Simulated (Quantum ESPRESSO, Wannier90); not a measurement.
# Wannierisation of TiO2 (rutile)

```xyz
6
Lattice="4.5998 0.0000 0.0000 0.0000 4.5998 0.0000 0.0000 0.0000 2.9592" Properties=species:S:1:pos:R:3 pbc="T T T"
Ti     2.2999     2.2999     0.0000
Ti     0.0000     0.0000     1.4796
O     -1.3998    -1.3998     1.4796
O      1.3998     1.3998     1.4796
O     -0.9001     0.9001     0.0000
O      0.9001    -0.9001     0.0000
```

Structure: Materials Project mp-2657, symmetrised, not relaxed again. COD (Crystallography Open Database) has the formula in 6 space groups, this one among them (matched by group alone). Method: PBE plane waves in Quantum ESPRESSO 7.5 (PseudoDojo norm-conserving files, 68 Ry, no spin polarisation, no spin-orbit coupling), Bloch states on a 6×6×8 mesh through Γ, Wannier90 4.0.1. Density: 8×8×10 mesh, cold smearing 0.01 Ry.

A tight-binding model is made by disentanglement and projection with no localisation steps (num_iter = 0), so the 22 orbitals stay atom-like: hydrogen-like Ti: d; O: p, axes along x, y, z; frozen window up to 3.39 eV relative to the valence-band maximum. It follows pw.x to 0.3 meV rms for states up to 2.9 eV relative to the valence-band maximum. Matrix elements depend on this choice of orbitals and windows.

Which pairs of orbitals on different sites are coupled most strongly? Give distance, modulus and how many such pairs a cell has.


```
orbital    orbital  distance of the centres (Å)  modulus (eV)  pairs
-------  ---------  ---------------------------  ------------  -----
O px        Ti dxy                         1.97          1.43      4
O py        Ti dxy                         1.97          1.43      4
O pz        Ti dxz                         1.95          1.18      8
O pz        Ti dyz                         1.95          1.18      8
O pz        Ti dxy                         1.95          1.10      8
O px        Ti dyz                         1.96          1.08      8
O py        Ti dxz                         1.96          1.08      8
O px        Ti dz2                         1.96          0.92      8
O py        Ti dz2                         1.96          0.92      8
O px        Ti dz2                         1.97          0.87      4
O py        Ti dz2                         1.97          0.87      4
O pz        Ti dxz                         1.99          0.81      4
O pz        Ti dyz                         1.99          0.81      4
O px     Ti dx2-y2                         1.97          0.80      4
O py     Ti dx2-y2                         1.97          0.80      4
O px     Ti dx2-y2                         1.96          0.56      8
O py     Ti dx2-y2                         1.96          0.56      8
O pz          O pz                         2.96          0.44      4
O px          O py                         2.56          0.43      4
O py          O pz                         2.77          0.33      8
O px          O pz                         2.77          0.33      8
O px          O px                         2.78          0.33      8
O py          O py                         2.78          0.33      8
Ti dz2      Ti dz2                         2.96          0.32      2
Ti dxz      Ti dyz                         2.96          0.30      4
O px          O px                         2.56          0.28      2
O py          O py                         2.56          0.28      2
O pz          O pz                         2.54          0.28      2
O py          O pz                         2.79          0.23      8
O px          O pz                         2.79          0.23      8
```
